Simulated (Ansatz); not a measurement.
AgBr:
Space group Fm-3m (No. 225); a = b = c = 5.841 Å, α = β = γ = 90.00°

```json
[
 {"atom": "Ag", "site": "4b", "symmetry": "m-3m", "x": "0.5000", "y": "0.5000", "z": "0.5000"},
 {"atom": "Br", "site": "4a", "symmetry": "m-3m", "x": "0.0000", "y": "0.0000", "z": "0.0000"}
]
```
(The calculation used a cell of 2 atoms; values per cell refer to that cell.)

Relaxed with PBE.

**Question.** Which orbitals make up the states near the band edges in PBE in the plane-wave PAW code Ansatz?

**Answer.** Top 1 eV of the valence band: Br 4p 55 %, Ag 4d 42 %. Bottom 1 eV of the conduction band: Ag 5s 65 %, Br 4s 19 %, Br 4p 14 %. Projections are on Löwdin-orthogonalised atomic valence shells; empty p or d shells of many metals are not among them.

**Question.** Tabulate the density of states.

**Answer.** States/eV per cell of 2 atoms, in 0.25 eV bins, energy from the valence-band maximum.

| E (eV) | total | Ag 4d | Br 4p | Ag 5s |
|---|---|---|---|---|
| -7.85 | 0.00 | 0.00 | 0.00 | 0.00 |
| -7.60 | 0.00 | 0.00 | 0.00 | 0.00 |
| -7.35 | 0.00 | 0.00 | 0.00 | 0.00 |
| -7.10 | 0.00 | 0.00 | 0.00 | 0.00 |
| -6.85 | 0.00 | 0.00 | 0.00 | 0.00 |
| -6.60 | 0.00 | 0.00 | 0.00 | 0.00 |
| -6.35 | 0.00 | 0.00 | 0.00 | 0.00 |
| -6.10 | 0.00 | 0.00 | 0.00 | 0.00 |
| -5.85 | 0.00 | 0.00 | 0.00 | 0.00 |
| -5.60 | 0.00 | 0.00 | 0.00 | 0.00 |
| -5.35 | 0.00 | 0.00 | 0.00 | 0.00 |
| -5.10 | 0.00 | 0.00 | 0.00 | 0.00 |
| -4.85 | 0.13 | 0.02 | 0.08 | 0.03 |
| -4.60 | 0.99 | 0.17 | 0.63 | 0.19 |
| -4.35 | 2.77 | 0.59 | 1.74 | 0.42 |
| -4.10 | 2.50 | 0.57 | 1.64 | 0.26 |
| -3.85 | 4.29 | 1.93 | 2.25 | 0.08 |
| -3.60 | 6.44 | 3.00 | 3.34 | 0.05 |
| -3.35 | 3.46 | 1.76 | 1.64 | 0.03 |
| -3.10 | 2.32 | 1.34 | 0.95 | 0.01 |
| -2.85 | 1.02 | 0.68 | 0.34 | 0.00 |
| -2.60 | 3.11 | 2.87 | 0.22 | 0.01 |
| -2.35 | 12.97 | 12.74 | 0.17 | 0.01 |
| -2.10 | 7.06 | 5.67 | 1.08 | 0.25 |
| -1.85 | 3.28 | 2.20 | 0.90 | 0.12 |
| -1.60 | 2.70 | 1.35 | 1.26 | 0.04 |
| -1.35 | 2.31 | 1.12 | 1.08 | 0.06 |
| -1.10 | 2.07 | 0.95 | 1.02 | 0.05 |
| -0.85 | 1.91 | 0.84 | 1.00 | 0.03 |
| -0.60 | 1.85 | 0.78 | 1.01 | 0.02 |
| -0.35 | 1.79 | 0.74 | 1.02 | 0.01 |
| -0.10 | 1.05 | 0.43 | 0.62 | 0.00 |
| 0.15 | 0.00 | 0.00 | 0.00 | 0.00 |
| 0.40 | 0.00 | 0.00 | 0.00 | 0.00 |
| 0.65 | 0.00 | 0.00 | 0.00 | 0.00 |
| 0.90 | 0.01 | 0.00 | 0.00 | 0.01 |
| 1.15 | 0.03 | 0.00 | 0.00 | 0.02 |
| 1.40 | 0.04 | 0.00 | 0.01 | 0.02 |
| 1.65 | 0.05 | 0.00 | 0.01 | 0.03 |
| 1.90 | 0.14 | 0.00 | 0.02 | 0.11 |
| 2.15 | 0.24 | 0.00 | 0.03 | 0.19 |
| 2.40 | 0.34 | 0.00 | 0.05 | 0.25 |
| 2.65 | 0.43 | 0.00 | 0.07 | 0.31 |
| 2.90 | 0.56 | 0.01 | 0.10 | 0.39 |
| 3.15 | 0.78 | 0.01 | 0.15 | 0.52 |
| 3.40 | 0.90 | 0.01 | 0.18 | 0.59 |
| 3.65 | 1.06 | 0.01 | 0.21 | 0.68 |
| 3.90 | 1.15 | 0.01 | 0.21 | 0.66 |
| 4.15 | 1.07 | 0.01 | 0.17 | 0.52 |
| 4.40 | 0.90 | 0.01 | 0.13 | 0.39 |
| 4.65 | 0.29 | 0.00 | 0.04 | 0.12 |
| 4.90 | 0.00 | 0.00 | 0.00 | 0.00 |
| 5.15 | 0.26 | 0.00 | 0.03 | 0.09 |
| 5.40 | 0.84 | 0.00 | 0.06 | 0.15 |

The PBE relaxation kept the symmetry of its start; phonons on a q-mesh show no instability. No spin polarisation was allowed. Scalar-relativistic: spin–orbit coupling is off unless named, which matters more the heavier the elements.

Potentials: the later of the program's two PAW sets.
